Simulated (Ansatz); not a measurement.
Input and steps of a relaxation of cell and atoms on BeTeSe3 in the borrowed KZnF3 type (No. 221) (Ansatz 0.2.0, PBEsol). It starts from a supercell of the PBEsol minimum, slightly strained and with each coordinate displaced at random by about 0.15 Å.

```yaml
crystal:
  lattice:
    - [10.4651846278, -0.0709362216, 0.0201948625]
    - [-0.0354681108, 5.2840536997, -0.0269223164]
    - [0.0100974313, -0.0269223164, 5.3329751733]
  atoms:
    - { symbol: Be, position: [0.0051929844, -0.0230853681, 0.0229154757] }
    - { symbol: Te, position: [0.2327715201, 0.4578512726, 0.4786535625] }
    - { symbol: Se, position: [0.0009173296, 0.4919974119, 0.4987904882] }
    - { symbol: Se, position: [0.244434946, 0.0192321494, 0.4965334633] }
    - { symbol: Se, position: [0.2571176455, 0.4799536551, 0.0024771223] }
    - { symbol: Be, position: [0.4987005906, -0.0065994418, -0.015540089] }
    - { symbol: Te, position: [0.7347426095, 0.5388628771, 0.4742665965] }
    - { symbol: Se, position: [0.5045334473, 0.5435569416, 0.4619006631] }
    - { symbol: Se, position: [0.7591403498, -0.0107420571, 0.5246069539] }
    - { symbol: Se, position: [0.7418098838, 0.5027357835, -0.0099704384] }
kpoints:
  mp_grid: { grid: [2, 4, 4] }
hamiltonian:
  xc: pbesol
scf:
  occupations: { method: fermi_dirac, width: 0.05 }
relax:
  f_tol: 0.01
  cell: {}
  max_steps: 120
```

Of the 43 recorded frames of the trajectory, 15 are shown, each with positions in Å and forces in eV/Å. The last, and any step after a large change of cell, is solved on a basis re-selected at its cell; pressure is positive in compression.

Step 1: energy 0.0 meV/atom from step 1, largest force component 2.310 eV/Å, pressure +1.58 GPa
```xyz
10
Lattice="10.4652 -0.0709 0.0202 -0.0355 5.2841 -0.0269 0.0101 -0.0269 5.3330" Properties=species:S:1:pos:R:3:forces:R:3 pbc="T T T"
Be    0.0554   -0.1230    0.1229    0.0530   -0.1026    0.1784
Te    2.4246    2.3899    2.5450    0.3843    1.8308   -0.0193
Se   -0.0028    2.5862    2.6468   -0.7507    0.1226    0.0799
Se    2.5624    0.0709    2.6524    0.2443   -2.3098    0.2180
Se    2.6738    2.5178    0.0055    0.3457    0.0298   -0.3577
Be    5.2191   -0.0698   -0.0726   -0.0079   -0.2391   -0.0037
Te    7.6749    2.7825    2.5296    0.6273   -0.9262   -0.2035
Se    5.2654    2.8240    2.4589   -1.3065    0.4317   -0.1234
Se    7.9502   -0.1247    2.8133    0.4738    1.2815    0.3493
Se    7.7452    2.6041   -0.0517   -0.0633   -0.1188   -0.1180
```

Step 2: energy -66.9 meV/atom from step 1, largest force component 0.766 eV/Å, pressure -0.33 GPa
```xyz
10
Lattice="10.4927 -0.0724 0.0214 -0.0366 5.2314 -0.0376 0.0107 -0.0375 5.3338" Properties=species:S:1:pos:R:3:forces:R:3 pbc="T T T"
Be    0.0852   -0.1572    0.1890    0.0550   -0.1599    0.2452
Te    2.4217    2.3501    2.5161   -0.1981    0.0764   -0.0745
Se   -0.0760    2.5737    2.6614   -0.2391    0.0688   -0.0313
Se    2.6100   -0.1144    2.6877    0.0718   -0.3011    0.1558
Se    2.7843    2.4891   -0.0526    0.3840   -0.0291   -0.1613
Be    5.2404   -0.1325   -0.0747   -0.0902   -0.4159    0.0041
Te    7.6524    2.7861    2.4895   -0.0118   -0.1731   -0.2486
Se    5.1382    2.9174    2.4143   -0.2278    0.7658   -0.1871
Se    8.0812    0.0096    2.8899    0.3634    0.3029    0.2880
Se    7.7385    2.5417   -0.0953   -0.1071   -0.1349    0.0099
```

Step 3: energy -109.6 meV/atom from step 1, largest force component 1.119 eV/Å, pressure -0.43 GPa
```xyz
10
Lattice="10.4992 -0.0792 0.0291 -0.0404 5.1973 -0.0345 0.0147 -0.0342 5.3060" Properties=species:S:1:pos:R:3:forces:R:3 pbc="T T T"
Be    0.0990   -0.1936    0.2449    0.0090   -0.2051    0.3353
Te    2.4030    2.3411    2.4862   -0.3525   -0.0522   -0.0715
Se   -0.1170    2.5711    2.6378   -0.0574    0.1050   -0.1669
Se    2.6243   -0.1550    2.7131    0.0272   -0.1269    0.1808
Se    2.8779    2.4599   -0.0803    0.4668   -0.0232   -0.1936
Be    5.2213   -0.2292   -0.0701   -0.1792   -0.7182    0.0607
Te    7.6273    2.7631    2.4598   -0.1409   -0.0414   -0.2295
Se    5.0874    3.0750    2.3605    0.0302    1.1192   -0.2052
Se    8.1642    0.0326    2.9423    0.3547    0.1333    0.2475
Se    7.7150    2.4790   -0.1103   -0.1579   -0.1903    0.0424
```

Step 4: energy -162.0 meV/atom from step 1, largest force component 1.411 eV/Å, pressure -0.47 GPa
```xyz
10
Lattice="10.4828 -0.0879 0.0340 -0.0449 5.1674 -0.0360 0.0172 -0.0357 5.2914" Properties=species:S:1:pos:R:3:forces:R:3 pbc="T T T"
Be    0.1062   -0.2430    0.3147   -0.0425   -0.2619    0.4748
Te    2.4055    2.3461    2.4475   -0.5246   -0.1279   -0.0645
Se   -0.1402    2.5798    2.5924    0.0730    0.1888   -0.3990
Se    2.6190   -0.1877    2.7616   -0.0652   -0.0560    0.2362
Se    2.9800    2.4157   -0.1214    0.5495   -0.0073   -0.2727
Be    5.1798   -0.3159   -0.0954   -0.2724   -0.9201    0.0811
Te    7.5841    2.7419    2.4513   -0.1689    0.1410   -0.1942
Se    5.0295    3.2397    2.3242    0.3750    1.4107   -0.1229
Se    8.2149    0.0553    2.9936    0.3689   -0.0932    0.2379
Se    7.6519    2.3834   -0.1126   -0.2927   -0.2741    0.0234
```

Step 5: energy -229.4 meV/atom from step 1, largest force component 1.560 eV/Å, pressure -0.44 GPa
```xyz
10
Lattice="10.4844 -0.1023 0.0359 -0.0524 5.1403 -0.0256 0.0183 -0.0252 5.2624" Properties=species:S:1:pos:R:3:forces:R:3 pbc="T T T"
Be    0.1030   -0.2792    0.3820   -0.1154   -0.3443    0.6426
Te    2.4031    2.3517    2.4165   -0.4799   -0.1128   -0.1549
Se   -0.1580    2.5986    2.5259    0.1723    0.2992   -0.6008
Se    2.6089   -0.2029    2.7850   -0.1852   -0.0580    0.2436
Se    3.0667    2.3937   -0.1476    0.6187    0.1083   -0.2680
Be    5.1430   -0.4492   -0.0844   -0.3849   -1.1988    0.1897
Te    7.5597    2.7199    2.4326   -0.2012    0.3308   -0.2069
Se    5.0136    3.4051    2.3000    0.5094    1.5601   -0.0636
Se    8.2738    0.0607    3.0163    0.4344   -0.3105    0.1816
Se    7.6042    2.3093   -0.1169   -0.3683   -0.2740    0.0368
```

Q: Estimate where the relaxation ends.

A: The middle of the trajectory is left out here.
Step 6: energy -315.2 meV/atom from step 1, largest force component 1.391 eV/Å, pressure -0.39 GPa
```xyz
10
Lattice="10.4884 -0.1138 0.0341 -0.0584 5.1149 -0.0140 0.0176 -0.0135 5.2309" Properties=species:S:1:pos:R:3:forces:R:3 pbc="T T T"
Be    0.0904   -0.3232    0.4662   -0.2156   -0.4564    0.8661
Te    2.4069    2.3631    2.3792   -0.2974   -0.1845   -0.2650
Se   -0.1703    2.6300    2.4372    0.2823    0.4603   -0.8348
Se    2.5849   -0.2164    2.8039   -0.3229    0.1343    0.1974
Se    3.1628    2.3881   -0.1771    0.7041    0.2791   -0.1944
Be    5.0965   -0.6061   -0.0637   -0.5053   -1.3912    0.2567
Te    7.5395    2.7045    2.4104   -0.2882    0.5257   -0.2235
Se    5.0125    3.5753    2.2859    0.5727    1.3593    0.0200
Se    8.3410    0.0672    3.0263    0.4790   -0.4908    0.1229
Se    7.5501    2.2379   -0.1236   -0.4085   -0.2357    0.0547
```

Step 7: energy -413.6 meV/atom from step 1, largest force component 1.466 eV/Å, pressure -0.19 GPa
```xyz
10
Lattice="10.4924 -0.1206 0.0284 -0.0620 5.0952 -0.0035 0.0149 -0.0030 5.1974" Properties=species:S:1:pos:R:3:forces:R:3 pbc="T T T"
Be    0.0650   -0.3771    0.5722   -0.3129   -0.5726    1.1678
Te    2.4177    2.3809    2.3365   -0.0300   -0.2928   -0.3693
Se   -0.1725    2.6766    2.3247    0.3697    0.6500   -1.0851
Se    2.5456   -0.2202    2.8105   -0.4383    0.4453    0.1279
Se    3.2676    2.4073   -0.2066    0.7603    0.4155   -0.0855
Be    5.0361   -0.7814   -0.0396   -0.5596   -1.4660    0.2311
Te    7.5260    2.7013    2.3842   -0.3985    0.6878   -0.2131
Se    5.0256    3.7248    2.2844    0.5631    0.9369    0.1028
Se    8.4085    0.0761    3.0220    0.4826   -0.6183    0.0526
Se    7.4916    2.1767   -0.1331   -0.4365   -0.1857    0.0709
```

Step 36: energy -1148.9 meV/atom from step 1, largest force component 0.037 eV/Å, pressure -0.01 GPa
```xyz
10
Lattice="11.0759 -0.9361 0.8431 -0.4750 5.5424 0.1256 0.4331 0.1284 5.4710" Properties=species:S:1:pos:R:3:forces:R:3 pbc="T T T"
Be    0.3250   -0.4959    2.0277   -0.0066    0.0005    0.0014
Te    2.2149    2.6116    2.4192   -0.0056   -0.0114   -0.0069
Se   -0.0212    3.0871    1.2889    0.0034    0.0089    0.0074
Se    1.9844    0.1943    3.1832   -0.0015    0.0052   -0.0064
Se    3.5118    2.6025    0.2238    0.0219    0.0056    0.0189
Be    5.8319   -2.7485    1.1411   -0.0374    0.0026    0.0015
Te    7.8596    2.7894    3.0052    0.0110   -0.0163    0.0069
Se    5.4985    3.7129    3.2170   -0.0096    0.0094   -0.0118
Se    9.4966   -0.5016    2.6525    0.0204    0.0004   -0.0026
Se    7.2223    1.9926    0.6278    0.0040   -0.0049   -0.0083
```

Step 37 (rejected): energy -1148.8 meV/atom from step 1, largest force component 0.039 eV/Å, pressure -0.02 GPa
```xyz
10
Lattice="11.1281 -1.0087 0.8862 -0.5120 5.5381 0.1149 0.4552 0.1177 5.4672" Properties=species:S:1:pos:R:3:forces:R:3 pbc="T T T"
Be    0.3418   -0.4948    2.0368   -0.0087   -0.0039    0.0056
Te    2.2176    2.6108    2.4289   -0.0206    0.0052    0.0388
Se   -0.0169    3.0838    1.2973   -0.0129    0.0054   -0.0080
Se    1.9762    0.2057    3.2213   -0.0024    0.0051   -0.0190
Se    3.5116    2.5911    0.2349    0.0316   -0.0089    0.0090
Be    5.8667   -2.8018    1.1715    0.0082    0.0270   -0.0239
Te    7.8774    2.7073    3.0080    0.0160    0.0172   -0.0109
Se    5.5334    3.6705    3.2247   -0.0268   -0.0121    0.0102
Se    9.5649   -0.5845    2.6555    0.0195   -0.0041    0.0089
Se    7.2129    1.9234    0.6358   -0.0039   -0.0310   -0.0106
```

Step 38: energy -1148.9 meV/atom from step 1, largest force component 0.024 eV/Å, pressure 0.00 GPa
```xyz
10
Lattice="11.0916 -0.9650 0.8710 -0.4897 5.5462 0.1254 0.4473 0.1282 5.4672" Properties=species:S:1:pos:R:3:forces:R:3 pbc="T T T"
Be    0.3355   -0.4984    2.0344   -0.0026    0.0109   -0.0058
Te    2.2075    2.6152    2.4310    0.0132    0.0002    0.0054
Se   -0.0234    3.0920    1.2936    0.0120   -0.0082    0.0024
Se    1.9900    0.1981    3.1910   -0.0063   -0.0102    0.0077
Se    3.5131    2.6028    0.2423   -0.0164    0.0074   -0.0237
Be    5.8456   -2.7651    1.1570    0.0008   -0.0022    0.0061
Te    7.8657    2.7636    3.0095   -0.0154   -0.0045    0.0162
Se    5.5105    3.7088    3.2252    0.0238   -0.0070   -0.0037
Se    9.5279   -0.5332    2.6624   -0.0135   -0.0015   -0.0084
Se    7.2118    1.9564    0.6389    0.0044    0.0151    0.0038
```

Step 39 (rejected): energy -1148.8 meV/atom from step 1, largest force component 0.053 eV/Å, pressure 0.00 GPa
```xyz
10
Lattice="11.1208 -1.0285 0.9221 -0.5220 5.5477 0.1201 0.4736 0.1229 5.4588" Properties=species:S:1:pos:R:3:forces:R:3 pbc="T T T"
Be    0.3437   -0.4995    2.0288    0.0047    0.0240   -0.0083
Te    2.2152    2.6220    2.4681   -0.0172   -0.0027   -0.0054
Se   -0.0057    3.0865    1.3074   -0.0454   -0.0007   -0.0063
Se    1.9705    0.2066    3.2169    0.0191   -0.0178    0.0292
Se    3.5042    2.6076    0.2694    0.0014    0.0078   -0.0247
Be    5.8756   -2.7865    1.1754    0.0492   -0.0374    0.0100
Te    7.8772    2.6852    3.0260   -0.0120    0.0528   -0.0313
Se    5.5370    3.6677    3.2435    0.0028   -0.0005    0.0180
Se    9.5664   -0.6096    2.6564    0.0107   -0.0259    0.0209
Se    7.1966    1.8964    0.6566   -0.0132    0.0005   -0.0022
```

Step 40: energy -1148.9 meV/atom from step 1, largest force component 0.026 eV/Å, pressure +0.01 GPa
```xyz
10
Lattice="11.0990 -0.9907 0.8973 -0.5028 5.5467 0.1244 0.4609 0.1272 5.4602" Properties=species:S:1:pos:R:3:forces:R:3 pbc="T T T"
Be    0.3450   -0.4899    2.0216    0.0016   -0.0237    0.0261
Te    2.2093    2.6102    2.4471    0.0035    0.0152    0.0169
Se   -0.0190    3.0908    1.3043   -0.0022   -0.0095   -0.0151
Se    1.9834    0.1940    3.2087   -0.0081    0.0168   -0.0159
Se    3.5073    2.6101    0.2518   -0.0033   -0.0102   -0.0078
Be    5.8549   -2.7816    1.1681    0.0130   -0.0016   -0.0075
Te    7.8670    2.7363    3.0188    0.0134   -0.0055    0.0046
Se    5.5180    3.6910    3.2346   -0.0026    0.0062    0.0031
Se    9.5414   -0.5613    2.6646   -0.0088    0.0117   -0.0062
Se    7.2068    1.9370    0.6474   -0.0065    0.0007    0.0019
```

Step 41 (rejected): energy -1148.9 meV/atom from step 1, largest force component 0.046 eV/Å, pressure +0.01 GPa
```xyz
10
Lattice="11.1154 -1.0216 0.9251 -0.5185 5.5447 0.1185 0.4751 0.1213 5.4534" Properties=species:S:1:pos:R:3:forces:R:3 pbc="T T T"
Be    0.3388   -0.5001    2.0405    0.0141    0.0292   -0.0245
Te    2.2106    2.6216    2.4563   -0.0314   -0.0135   -0.0112
Se   -0.0157    3.0872    1.3002    0.0067    0.0197    0.0112
Se    1.9684    0.2096    3.2253    0.0083   -0.0129    0.0090
Se    3.5075    2.6092    0.2571    0.0242   -0.0115    0.0273
Be    5.8745   -2.8125    1.1825    0.0018    0.0214   -0.0203
Te    7.8810    2.6989    3.0215    0.0103    0.0018   -0.0056
Se    5.5376    3.6605    3.2415   -0.0457    0.0034    0.0053
Se    9.5610   -0.5931    2.6649    0.0213   -0.0125    0.0166
Se    7.2103    1.9090    0.6502   -0.0096   -0.0251   -0.0077
```

Step 42: energy -1149.0 meV/atom from step 1, largest force component 0.007 eV/Å, pressure 0.00 GPa
```xyz
10
Lattice="11.1119 -1.0042 0.9132 -0.5097 5.5465 0.1214 0.4690 0.1242 5.4577" Properties=species:S:1:pos:R:3:forces:R:3 pbc="T T T"
Be    0.3445   -0.4948    2.0329    0.0002    0.0013   -0.0025
Te    2.2100    2.6182    2.4509   -0.0031   -0.0029    0.0004
Se   -0.0155    3.0919    1.2998    0.0017   -0.0007    0.0022
Se    1.9790    0.2043    3.2162   -0.0015   -0.0030    0.0026
Se    3.5114    2.6038    0.2566   -0.0010    0.0018   -0.0010
Be    5.8682   -2.7893    1.1731    0.0044   -0.0063    0.0015
Te    7.8761    2.7186    3.0226    0.0022    0.0066    0.0002
Se    5.5287    3.6789    3.2388    0.0019    0.0023    0.0010
Se    9.5567   -0.5781    2.6703   -0.0036    0.0019    0.0015
Se    7.2095    1.9197    0.6524   -0.0012   -0.0011   -0.0059
```

Step 43: energy -1149.0 meV/atom from step 1, largest force component 0.007 eV/Å, pressure 0.00 GPa
```xyz
10
Lattice="11.1119 -1.0042 0.9132 -0.5097 5.5465 0.1214 0.4690 0.1242 5.4577" Properties=species:S:1:pos:R:3:forces:R:3 pbc="T T T"
Be    0.3445   -0.4948    2.0329    0.0002    0.0014   -0.0025
Te    2.2100    2.6182    2.4509   -0.0031   -0.0030    0.0004
Se   -0.0155    3.0919    1.2998    0.0017   -0.0007    0.0022
Se    1.9790    0.2043    3.2162   -0.0015   -0.0030    0.0026
Se    3.5114    2.6038    0.2566   -0.0010    0.0018   -0.0010
Be    5.8682   -2.7893    1.1731    0.0044   -0.0063    0.0014
Te    7.8761    2.7186    3.0226    0.0023    0.0066    0.0002
Se    5.5287    3.6789    3.2388    0.0019    0.0023    0.0011
Se    9.5567   -0.5781    2.6703   -0.0036    0.0019    0.0015
Se    7.2095    1.9197    0.6524   -0.0012   -0.0011   -0.0059
```

The walk took 41 steps and changed the volume by +12.2 %. The last SCF, on a fresh basis, lies 1149 meV an atom below the first. At the end: it is triclinic, P1 (No. 1); conventional cell a = 5.479 Å, b = 5.571 Å, c = 11.195 Å, α = 100.3°, β = 99.4°, γ = 92.1°, 33.09 Å³ an atom. Be is surrounded by 3 Se at 2.13–2.14 Å; Te is surrounded by 3 Se at 2.54–2.55 Å; Se is surrounded by 1 Be at 2.14 Å and 1 Te at 2.55 Å; Se is surrounded by 1 Be at 2.14 Å and 1 Te at 2.54 Å; Se is surrounded by 1 Be at 2.12 Å and 1 Te at 2.55 Å; Be is surrounded by 3 Se at 2.12–2.16 Å; Te is surrounded by 3 Se at 2.55–2.59 Å; Se is surrounded by 1 Be at 2.16 Å and 1 Te at 2.55 Å (further sites aren't listed).

Command: `ansatz run input.yaml --threads 2 --pin off --max-ram 2211MiB --backend cpu --events-out ev --progress --plain --runs-dir out`.

Q: It ran on 2 threads of AMD EPYC (Zen 3), on a shared host, load about 0.8 per core. About how long did it take, and how much host memory at the peak?

A: About 20 min, with a peak of 0.85 GiB.

All values are calculated for a non-magnetic cell, which may be hypothetical.
